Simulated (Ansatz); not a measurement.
## An inverse problem

Cell vectors (Å):

```
3.9810 0.0000 0.0000
0.0000 3.9810 0.0000
0.0000 0.0000 3.9810
```

```tsv
atom	a	b	c
Sr	0.5000	0.5000	0.5000
X	0.0000	0.0000	0.0000
```

Theory: PBEsol, all-electron LAPW in Ansatz 0.2.0, scalar-relativistic. k mesh 10×10×10, Fermi-Dirac smearing of 0.100 eV.

Harmonic phonons of a crystal by Kohn-Sham DFT at the given cell, standard atomic masses, acoustic sum rule imposed; negative wavenumbers are unstable modes.

```tsv
point	q a (r.l.u.)	q b (r.l.u.)	q c (r.l.u.)	branch	phonon wavenumber (cm⁻¹)
Gamma	0	0	0	4	105.6
X	0.5	0	0	1	60.8
X	0.5	0	0	2	73.2
X	0.5	0	0	4	81.4
X	0.5	0	0	6	110.9
M	0.5	0.5	0	1	34
M	0.5	0.5	0	3	73
M	0.5	0.5	0	4	73.3
M	0.5	0.5	0	5	119.5
R	0.5	0.5	0.5	1	58.2
R	0.5	0.5	0.5	4	117.6
```

**Question.** All X atoms are one element. Which one was computed?

**Answer.** Cd; the crystal is SrCd (Pm-3m).

Known limits: responses of metals move with mesh and smearing.
